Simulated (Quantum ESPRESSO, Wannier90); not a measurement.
## TlBr (CsCl type), plane waves to Wannier functions

```
TlBr
1.0
    3.99991     0.00000     0.00000
    0.00000     3.99991     0.00000
    0.00000     0.00000     3.99991
Tl Br
1 1
Cartesian
  0.00000   0.00000   0.00000
  1.99995   1.99995   1.99995
```

Structure: Materials Project mp-22875, symmetrised, not relaxed again. COD (Crystallography Open Database) has an entry of this formula and space group (matched by these alone). Level: PBEsol, spinors with spin-orbit coupling; pw.x of Quantum ESPRESSO at 50 Ry with PseudoDojo potentials, 6×6×6 k-points, Wannier90. Density: 8×8×8 mesh, cold smearing 0.01 Ry.

Base run: 16 functions from bands 1-2,13-40 of the 40 computed, start hydrogen-like Tl: s;p; Br: s;p, centres 0.05 Å off the atoms, frozen window up to 2.71 eV relative to the valence-band maximum, outer window open. Bands 3–6 (Tl 5d 100 %), 7–12 (Tl 5d 99 %) lie between the kept ones and are excluded. One thing is changed at a time; window edges are relative to the valence-band maximum. The misfit compares interpolated bands with pw.x on a high-symmetry path, for states up to 2.2 eV relative to the valence-band maximum. Converged means that the tolerances were met: symmetric starts can stop on a saddle, which shows as a larger Ω_OD at equal Ω_I and can move the misfit too.

```json
[
 {"setting": "base", "functions": "16", "frozen to (eV)": "2.71", "Ω_I (Å²)": "22.52", "Ω_D (Å²)": "0.00", "Ω_OD (Å²)": "5.42", "rms misfit (meV)": "6.3", "worst (meV)": "57", "ended": "converged"}
]
```

Q: Starting from this base row, predict which settings stop with an error, and how Ω_I and the misfit move in the others: frozen window to 2.21 eV; frozen window to 8.25 eV; outer window to 9.32 eV.

A: 
```csv
setting,functions,frozen to (eV),Ω_I (Å²),Ω_D (Å²),Ω_OD (Å²),rms misfit (meV),worst (meV),ended
frozen window to 2.21 eV,16,2.21,22.12,0.00,5.40,15,146,converged
frozen window to 8.25 eV,16,8.25,–,–,–,–,–,stops: too many frozen states
outer window to 9.32 eV,16,2.71,26.49,0.00,5.71,4.5,31,converged
```

Runs of this sweep that didn't settle are not listed.
